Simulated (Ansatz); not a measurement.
The elements of this relaxed trial crystal are hidden behind letters.

```
lattice vectors (Å)
  -1.7901    1.7901   10.8488
   1.7901   -1.7901   10.8488
   1.7901    1.7901  -10.8488
fractional positions
X 0.3064 0.3064 0.0000
X 0.6936 0.6936 0.0000
X 0.0000 0.0000 0.0000
Z 0.4498 0.9498 0.5000
Z 0.3551 0.8551 0.5000
Z 0.7500 0.2500 0.5000
Z 0.0502 0.5502 0.5000
Z 0.1449 0.6449 0.5000
```

All numbers below come from DFT PBE, scalar-relativistic, plane waves, PAW (Ansatz). The final run on the 8-atom cell used 420 eV, a Γ-centred 14×14×14 mesh, 0.02 eV smearing and no spin polarisation.

```
Space group                                 : I-4m2 (No. 119)
Conventional cell                           : a = 3.580 Å, c = 21.698 Å
Volume per atom                             : 17.38 Å³
Density                                     : 2.24 g/cm³
Energy over the elements                    : −0.518 eV/atom
Gap on the 14×14×14 mesh of the 8-atom cell : 0.40 eV
```

Energies are uncorrected and count from the elements' standard states at the same level.

Question: X is an s-block element of period 2 and Z is a p-block element of period 3. Which elements are they?

Answer: X = Be, Z = S, so the formula is Be3S5. Density times volume gives a mean mass of 2.24 × 17.38/1.6605 = 23.4 u per atom, and this set has 23.4 u. Among the elements that the hints allow, noble gases aside, only these give it. Around Be on a site of symmetry 2mm lie 4 S at 2.08–2.17 Å; around Be on a site of symmetry -4m2 lie 4 S at 2.09 Å; around S on a site of symmetry 2mm lie 1 S at 2.05 Å and 2 Be at 2.09 Å; 2 more sites not described.

Kohn–Sham gaps at this level usually fall short of measured ones. A later test with randomly moved atoms led to a structure 34 meV/atom lower, so this end is a saddle point or a shallow minimum. Another cell of the same search, in P1, lies 34 meV/atom lower, so this cell isn't the stable form at this level.
